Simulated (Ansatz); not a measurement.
### Question
Each is relaxed and computed with plane-wave PAW HSE06 (Ansatz code). Which alone has a direct gap?
A) GaN, I4mm (Ga on 2a, N on 2a)
B) AlAs, P6_222 (Al on 3d, As on 3c)
C) GaP, zinc blende
D) InGaAs2, P-4m2 (In on 1d, Ga on 1b, As on 2g)

### Answer
D, InGaAs2, P-4m2 (In on 1d, Ga on 1b, As on 2g). InGaAs2: gap 0.63 eV (direct); GaN: gap 1.47 eV (indirect); GaP: gap 2.27 eV (indirect); AlAs: gap 1.29 eV (indirect). Constructed cells (a structure type filled with these elements, in neither database checked): AlAs, P6_222 (Al on 3d, As on 3c). Not the usual ambient phase: GaN, I4mm (Ga on 2a, N on 2a); AlAs, P6_222 (Al on 3d, As on 3c). Standing as an ambient phase not checked: InGaAs2, P-4m2 (In on 1d, Ga on 1b, As on 2g). Perhaps ordered models of mixed-site phases: InGaAs2, P-4m2 (In on 1d, Ga on 1b, As on 2g). All cells were relaxed under the symmetry of their starts (and spin orders); stability against distortions was not tested throughout. Scalar-relativistic: spin–orbit coupling is off unless named, which matters more the heavier the elements.

Potentials: the later of the program's two PAW sets.
